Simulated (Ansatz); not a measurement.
Relaxed LiCl (rock salt):

```
LiCl
1.0
    0.00000     2.55614     2.55614
    2.55614     0.00000     2.55614
    2.55614     2.55614     0.00000
Cl Li
1 1
Direct
  0.00000   0.00000   0.00000
  0.50000   0.50000   0.50000
```

Scan: atom 1 (Cl, nearest neighbour Li at 2.556 Å; its periodic images, 3.6 Å or more away, move with it) is displaced along Cartesian z, direction (0.000, 0.000, 1.000) in Cartesian axes, by s. The other atoms stay.

These are r2SCAN (plane waves to 500 eV, PAW, scalar-relativistic; Ansatz, an electronic-structure program) values and carry that method's errors. k mesh 9×9×9 (Γ-centred), Fermi-Dirac smearing 0.05 eV. Energies are smeared free energies. LiCl was relaxed with its symmetry unable to fall. ΔE is measured from the undisplaced structure.

| s (Å) | ΔE (meV/cell) |
|---|---|
| -0.510 | 231.5 |
| -0.408 | 116.7 |
| -0.306 | 52.7 |
| -0.204 | withheld |
| -0.102 | 4.3 |
| 0.000 | 0.0 |
| 0.102 | 4.3 |
| 0.204 | withheld |
| 0.306 | 52.7 |
| 0.408 | 116.7 |
| 0.510 | 231.5 |

Problem. Fit an even polynomial form (powers 2, 4, 6) to the given rows and predict ΔE at s = -0.204.

Solution. Least squares on the 9 given rows: ΔE = (396.2)·s² + (1712)·s⁴ + (718.3)·s⁶, in meV/cell with s in Å; root-mean-square residual 0.01 meV/cell. At -0.204 the fit gives 19.5 meV/cell; the calculation gives 19.5 meV/cell, the same to the digits shown. The quadratic term alone would give 16.5 meV/cell.

(A displaced cell: forces are minus the slopes of the energy, force constants its curvatures, and phonons follow from these.)
